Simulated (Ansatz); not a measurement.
Given:

AlN:
```
AlN
1.0
    3.12976     0.00000     0.00000
   -1.56488     2.71045     0.00000
    0.00000     0.00000     5.01738
Al N
2 2
Direct
  0.66667   0.33333   0.49924
  0.33333   0.66667   0.99924
  0.66667   0.33333   0.88076
  0.33333   0.66667   0.38076
```

This is the PBE-relaxed structure.

Task: All from PBE in the plane-wave PAW code Ansatz, unless another level is named. Give the hole effective mass.

Result: 0.24, 4.6, 4.6 mₑ (principal values).

Task: And the band gap?

Result: 4.04 eV (direct).

Task: Give the formation energy from the elements (no fitted shifts).

Result: -1.36 eV/atom.

Task: Give the electron effective mass.

Result: 0.29 mₑ (isotropic).

Task: Predict the weight of the valence-edge state by species (Voronoi cells).

Result: N 88 %, Al 12 %.

Task: Next, the valence-band maximum?

Result: at Γ.

Space group P6_3mc (wurtzite). The cell was relaxed with PBE under the symmetry of its start. The references are the lowest solids computed at this level, not always the standard phases (solids in place of the gases).

Potentials: the earlier of the program's two PAW sets.
